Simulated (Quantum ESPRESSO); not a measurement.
# Ta2Mg2TiRu2Al: input and log of a self-consistent run

Simulated, not a measurement. The program is pw.x of Quantum ESPRESSO 7.5 (plane-wave density functional theory). The cell is made up: eight metal atoms on a hexagonal close-packed lattice, with elements, volume, strain and displacements drawn at random and not relaxed, so it may be unstable or far from any real phase. PseudoDojo standard norm-conserving files set the functional (PBE unless stated); there is no spin polarisation or spin-orbit coupling, the Fermi-Dirac width of 0.25 eV means electrons at about 2900 K, and the masses in the input are unused placeholders. Heavy elements are run without spin-orbit coupling, which real alloys of them have. A spin test at this wide smearing found no moment, but such smearing suppresses magnetism that the real alloy may have.

Input:

```
&control calculation='scf', pseudo_dir='./dojo.nc.sr.pbe.v0_5.standard.upf', outdir='./o', disk_io='medium', tprnfor=.true., tstress=.true. /
&system ibrav=0, nat=8, ntyp=5, nbnd=61, ecutwfc=84.00895049, nosym=.true., tot_charge=0,
 occupations='smearing', smearing='fd', degauss=0.0183746611
/
&electrons conv_thr=1.470e-08, electron_maxstep=70, mixing_beta=0.5 /
ATOMIC_SPECIES
Al 1.0 Al.upf
Mg 1.0 Mg.upf
Ru 1.0 Ru.upf
Ta 1.0 Ta.upf
Ti 1.0 Ti.upf
CELL_PARAMETERS angstrom
4.4711 -2.5814 0.0
-2.9808 0.0 -4.9472
2.9808 5.1628 0.0
ATOMIC_POSITIONS angstrom
Ta -0.0391 -0.0123 0.0041
Mg 1.4697 2.5161 0.0114
Ti 0.0395 1.7245 -2.4674
Ru 1.4846 4.3316 -2.448
Ta 2.9571 -0.0045 0.0112
Ru 4.4554 2.5659 -0.0258
Al 1.4756 -0.8624 -2.4955
Mg 2.9871 1.7383 -2.484
K_POINTS automatic
5 5 4 1 1 1
```

The log is shortened where brackets say so; the opening notice, blank lines, dates and the lines on written files are dropped, and the path of the files is cut. It prints rydbergs, bohrs and kilobars, and counts compression as positive stress. Its total energy is the free energy E - TS of the whole cell.

```
     Program PWSCF v.7.5
     Parallel version (MPI & OpenMP), running on       1 processor cores
     Number of MPI processes:                 1
     Threads/MPI process:                     1
     [start-up lines left out]
     bravais-lattice index     =            0
     lattice parameter (alat)  =       9.7563  a.u.
     unit-cell volume          =    1027.5357 (a.u.)^3
     number of atoms/cell      =            8
     number of atomic types    =            5
     number of electrons       =        93.00
     number of Kohn-Sham states=           61
     kinetic-energy cutoff     =      84.0090  Ry
     charge density cutoff     =     336.0358  Ry
     scf convergence threshold =      1.5E-08
     mixing beta               =       0.5000
     number of iterations used =            8  plain     mixing
     Exchange-correlation= PBE
                           (   1   4   3   4   0   0   0)
     [axes and pseudopotential details left out]
   Cartesian axes
     site n.     atom                  positions (alat units)
         1        Ta     tau(   1) = (  -0.0075734  -0.0023824   0.0007941  )
         2        Mg     tau(   2) = (   0.2846719   0.4873531   0.0022081  )
         3        Ti     tau(   3) = (   0.0076509   0.3340251  -0.4779202  )
         4        Ru     tau(   4) = (   0.2875579   0.8390043  -0.4741626  )
         5        Ta     tau(   5) = (   0.5727721  -0.0008716   0.0021694  )
         6        Ru     tau(   6) = (   0.8629836   0.4969991  -0.0049973  )
         7        Al     tau(   7) = (   0.2858147  -0.1670416  -0.4833630  )
         8        Mg     tau(   8) = (   0.5785829   0.3366980  -0.4811356  )
     number of k points=    50  Fermi-Dirac smearing, width (Ry)=  0.0184
                       cart. coord. in units 2pi/alat
        k(    1) = (   0.1407285   0.0437485  -0.1891498), wk =   0.0400000
        k(    2) = (   0.2489811   0.2312470  -0.2543745), wk =   0.0400000
     [further k points left out]
     Dense  grid:   106937 G-vectors     FFT dimensions: (  60,  64,  72)
     Estimated max dynamical RAM per process >     188.15 MB
     Initial potential from superposition of free atoms
     starting charge      92.9910, renormalised to      93.0000
     Starting wfcs are   64 randomized atomic wfcs
     total cpu time spent up to now is       26.3 secs
     per-process dynamical memory:   107.4 Mb
     Self-consistent Calculation
     iteration #  1     ecut=    84.01 Ry     beta= 0.50
     Davidson diagonalization with overlap
     ethr =  1.00E-02,  avg # of iterations =  4.0
     total cpu time spent up to now is      103.8 secs
     total energy              =   -1024.82079255 Ry
     estimated scf accuracy    <       1.42060221 Ry
     iteration #  2     ecut=    84.01 Ry     beta= 0.50
     Davidson diagonalization with overlap
     ethr =  1.53E-03,  avg # of iterations =  3.3
     total cpu time spent up to now is      187.5 secs
     total energy              =   -1024.71143511 Ry
     estimated scf accuracy    <      15.21349087 Ry
     iteration #  3     ecut=    84.01 Ry     beta= 0.50
     Davidson diagonalization with overlap
     ethr =  1.53E-03,  avg # of iterations =  2.8
     total cpu time spent up to now is      269.3 secs
     total energy              =   -1025.57709811 Ry
     estimated scf accuracy    <       0.51473471 Ry
     iteration #  4     ecut=    84.01 Ry     beta= 0.50
     Davidson diagonalization with overlap
     ethr =  5.53E-04,  avg # of iterations =  4.1
     total cpu time spent up to now is      346.5 secs
     total energy              =   -1025.60072344 Ry
     estimated scf accuracy    <       0.19505305 Ry
     iteration #  5     ecut=    84.01 Ry     beta= 0.50
     Davidson diagonalization with overlap
     ethr =  2.10E-04,  avg # of iterations =  2.3
     total cpu time spent up to now is      409.7 secs
     total energy              =   -1025.60718818 Ry
     estimated scf accuracy    <       0.38472669 Ry
     [iterations 6 to 10 left out]
     iteration # 11     ecut=    84.01 Ry     beta= 0.50
     Davidson diagonalization with overlap
     ethr =  1.72E-07,  avg # of iterations =  1.9
     total cpu time spent up to now is      763.8 secs
     total energy              =   -1025.62933601 Ry
     estimated scf accuracy    <       0.00001563 Ry
     iteration # 12     ecut=    84.01 Ry     beta= 0.50
     Davidson diagonalization with overlap
     ethr =  1.68E-08,  avg # of iterations =  2.3
     total cpu time spent up to now is      830.0 secs
     total energy              =   -1025.62933733 Ry
     estimated scf accuracy    <       0.00000037 Ry
     iteration # 13     ecut=    84.01 Ry     beta= 0.50
     Davidson diagonalization with overlap
     ethr =  3.94E-10,  avg # of iterations =  5.0
     total cpu time spent up to now is      913.8 secs
     total energy              =   -1025.62933743 Ry
     estimated scf accuracy    <       0.00000003 Ry
     iteration # 14     ecut=    84.01 Ry     beta= 0.50
     Davidson diagonalization with overlap
     ethr =  3.52E-11,  avg # of iterations =  2.2
     total cpu time spent up to now is      981.7 secs
     total energy              =   -1025.62933743 Ry
     estimated scf accuracy    <       0.00000006 Ry
     iteration # 15     ecut=    84.01 Ry     beta= 0.50
     Davidson diagonalization with overlap
     ethr =  3.52E-11,  avg # of iterations =  2.0
     total cpu time spent up to now is     1043.0 secs
     End of self-consistent calculation
     [lines on levels left out]
!    total energy              =   -1025.62933743 Ry
     estimated scf accuracy    <          7.5E-09 Ry
     smearing contrib. (-TS)   =      -0.13121982 Ry
     internal energy E=F+TS    =   -1025.49811762 Ry
     The total energy is F=E-TS. E is the sum of the following terms:
     one-electron contribution =    -443.94660664 Ry
     hartree contribution      =     244.70041233 Ry
     xc contribution           =    -178.08578403 Ry
     ewald contribution        =    -648.16613928 Ry
     convergence has been achieved in  15 iterations
     Forces acting on atoms (cartesian axes, Ry/au):
     atom    1 type  4   force =    -0.00109004   -0.01742983   -0.01814908
     atom    2 type  2   force =    -0.00020984    0.02892653   -0.01147659
     atom    3 type  5   force =    -0.00437915   -0.00757959    0.00030164
     atom    4 type  3   force =    -0.00069621    0.02560560   -0.01261898
     atom    5 type  4   force =     0.00197489   -0.02865576    0.01023460
     atom    6 type  3   force =     0.00479918    0.00096190    0.00212475
     atom    7 type  1   force =    -0.00600866   -0.02143544    0.02506639
     atom    8 type  2   force =     0.00560985    0.01960660    0.00451727
     Total force =     0.070806     Total SCF correction =     0.000255
     Computing stress (Cartesian axis) and pressure
          total   stress  (Ry/bohr**3)                   (kbar)     P=     -141.42
  -0.00100107  -0.00002673  -0.00010503         -147.26       -3.93      -15.45
  -0.00002673  -0.00096270   0.00005391           -3.93     -141.62        7.93
  -0.00010503   0.00005391  -0.00092033          -15.45        7.93     -135.38
     init_run     :     24.41s CPU     26.08s WALL (       1 calls)
     electrons    :    959.55s CPU   1016.68s WALL (       1 calls)
     forces       :      9.79s CPU      9.89s WALL (       1 calls)
     stress       :     36.30s CPU     36.51s WALL (       1 calls)
     [timing details left out]
     PWSCF        :  17m10.52s CPU  18m10.69s WALL
     JOB DONE.
```

In other units: free energy -13954.398 eV for the cell, pressure -14.14 GPa, largest force component 0.744 eV/Å in size. The run took 1092 s of wall time with one process on a shared machine (AMD EPYC, Zen 5, virtual cores), so the time is rough. A rerun of this cell at a higher cutoff and on a denser mesh moved values by no more than 0.004 eV in energy, 0.02 GPa in stress and 0.005 eV/Å in force, and a second program with other atomic files agreed on that cell to 2 % rms in force and 0.5 GPa in pressure.